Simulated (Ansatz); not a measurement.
CoO in space group I-4m2 (No. 119; Co on 2a, O on 2d) at seven volumes, DFT-PBEsol in the program Ansatz with PAW potentials, shape and atoms relaxed at each. One row is withheld.

| V (Å³/atom) | P (GPa) |
|---|---|
| 9.596 | 17.05 |
| 9.912 | 10.54 |
| 10.229 | 4.89 |
| 10.545 | -0.01 |
| 10.861 | ? |
| 11.178 | -7.91 |
| 11.494 | -10.96 |

Fit the shown pressures and predict the withheld one.

P = (3/2)B₀(x^(7/2) − x^(5/2))[1 + (3/4)(B′ − 4)(x − 1)] with x = (V₀/V)^(2/3). Least squares on the six rows gives V₀ = 10.545 Å³/atom, B₀ = 151 GPa, B′ = 3.87. At V = 10.861, x = 0.9805 and P = -4.21 GPa. The run itself gave -4.28 GPa.

The start of the workflow was typed in or built on a structure type; neither database checked (COD, Materials Project) lists it. It is not the phase usual at ambient conditions (space group No. 225). Symmetry was held in the PBEsol relaxation, as lowered by the spin order; its stability against distortions is not shown here. Magnetic state: antiferromagnetic, chosen from 5 collinear starts compared on coarse meshes (ties went to the first, and starts can fall back to one state), not a proven ground state. No Hubbard U is applied.

Potentials: the later of the program's two PAW sets.
